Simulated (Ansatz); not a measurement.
Ta:
```yaml
crystal:
  lattice:
    - [0.00000, 3.05110, 3.05110]
    - [3.05110, 0.00000, 3.05110]
    - [3.05110, 3.05110, 0.00000]
  atoms:
    - { symbol: Ta, position: [0.00000, 0.00000, 0.00000] }
    - { symbol: Ta, position: [0.25000, 0.25000, 0.25000] }
```

Relaxed with PBE. Special points in fractions of this cell's reciprocal vectors: Γ (0.000, 0.000, 0.000); X (0.500, 0.000, 0.500); U (0.625, 0.250, 0.625); K (0.375, 0.375, 0.750); L (0.500, 0.500, 0.500); W (0.500, 0.250, 0.750).

Problem. List the band energies nearest the Fermi level at these points for DFT-PBE with spin–orbit coupling in the program Ansatz with PAW potentials.

Solution. In eV from the Fermi level; about four levels below and three above (degenerate sets whole), none deeper than 8.9 eV; points with the same levels are listed once.

```json
[
 {"k": "Γ", "below": "-0.26 -0.26 -0.26 -0.26", "above": "1.82 1.82 2.13 2.13 2.13 2.13"},
 {"k": "X", "below": "-0.24 -0.24 -0.24 -0.24", "above": "1.84 1.84 1.84 1.84"},
 {"k": "U", "below": "-0.82 -0.82 -0.63 -0.63", "above": "0.93 0.93 1.26 1.26"},
 {"k": "L", "below": "-0.31 -0.31 -0.17 -0.17", "above": "3.04 3.04 3.26 3.26"},
 {"k": "W", "below": "-1.30 -1.30 -1.17 -1.17", "above": "0.62 0.62 0.75 0.75"}
]
```

Space group Fd-3m (diamond). The start of the workflow was typed in or built on a structure type; neither database checked (COD, Materials Project) lists it. It is not the phase usual at ambient conditions (space group No. 229). Symmetry was held in the PBE relaxation; whether a distortion lowers the energy is not shown. No spin polarisation was allowed.

Potentials: the earlier of the program's two PAW sets.
